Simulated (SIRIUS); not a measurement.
Consider a self-consistent single point of Ge3PbSe4 (Pm, 8 atoms in the cell; from Materials Project mp-1224389, changed as shown).

```
CELL_PARAMETERS angstrom
      4.59551     0.00000     0.00000
      0.00000     3.99623     0.00000
     -0.00938     0.00000    11.36731
ATOMIC_POSITIONS crystal
  Ge 0.12680 0.00000 0.87420
  Ge 0.62610 0.50000 0.63110
  Ge 0.87820 0.50000 0.12500
  Pb 0.40830 0.00000 0.38750
  Se 0.50930 0.00000 0.13780
  Se 0.98950 0.00000 0.65220
  Se 0.49310 0.50000 0.84660
  Se 0.96870 0.50000 0.34550
```

Method: PBEsol, GBRV PBEsol ultrasoft pseudopotentials (plane waves; SIRIUS).

SIRIUS settings:

- parameters.ngridk = 3 3 1
- parameters.xc_functionals = [XC_GGA_X_PBE_SOL, XC_GGA_C_PBE_SOL]
- parameters.gk_cutoff = 6.325 1/bohr
- parameters.pw_cutoff = 14.143 1/bohr
- parameters.smearing = gaussian
- parameters.smearing_width = 0.000367493 Ha
- potentials = GBRV PBEsol ultrasoft pseudopotentials
- parameters.electronic_structure_method = pseudopotential
- parameters.num_bands = 48
- parameters.num_mag_dims = 0
- parameters.num_dft_iter = 100
- parameters.energy_tol = 1e-07 Ha
- parameters.density_tol = 1e-06
- mixer.type = anderson
- mixer.beta = 0.5
- mixer.use_hartree = false

Results:

| Quantity | Result |
|---|---|
| Number of valence electrons | 80 |
| Number of bands | 48 |
| Number of k-points after the program's reduction | 4 |
| Number of plane waves (most at a k-point) | 6053 |
| Number of SCF iterations | 36 |
| FFT grid | 45 × 36 × 100 |
| Free energy E − TS | -13289.9959 eV |
| Pressure | -1.90 GPa |
| Largest force (vector length) | 0.435 eV/Å |

Forces (eV/Å):
```json
[
 {"atom": "Ge1", "Fx": "0.252", "Fy": "0.000", "Fz": "-0.170"},
 {"atom": "Ge2", "Fx": "0.270", "Fy": "0.000", "Fz": "0.232"},
 {"atom": "Ge3", "Fx": "-0.173", "Fy": "0.000", "Fz": "0.185"},
 {"atom": "Pb4", "Fx": "-0.049", "Fy": "0.000", "Fz": "-0.149"},
 {"atom": "Se5", "Fx": "0.311", "Fy": "0.000", "Fz": "-0.304"},
 {"atom": "Se6", "Fx": "-0.341", "Fy": "0.000", "Fz": "-0.040"},
 {"atom": "Se7", "Fx": "-0.310", "Fy": "0.000", "Fz": "0.083"},
 {"atom": "Se8", "Fx": "0.041", "Fy": "0.000", "Fz": "0.163"}
]
```

Stress (GPa, positive for compression):
```
-3.46   0.00  -0.01
 0.00  -1.44   0.00
-0.01   0.00  -0.79
```

For comparison: a first run was changed to give this one (lattice vector c scaled by 0.99), and from it to this one the free energy drops by 2.0 meV/atom, the pressure goes from -2.34 to -1.90 GPa and the largest force goes from 0.416 to 0.435 eV/Å.

Spin-orbit coupling is left out, which matters for bands and gaps with elements this heavy. The structure comes from a collection of computed structures, made at another level of theory; the collection holds predicted forms beside known ones.

Cost on one core: about 2.4 core-minutes (a rough figure).
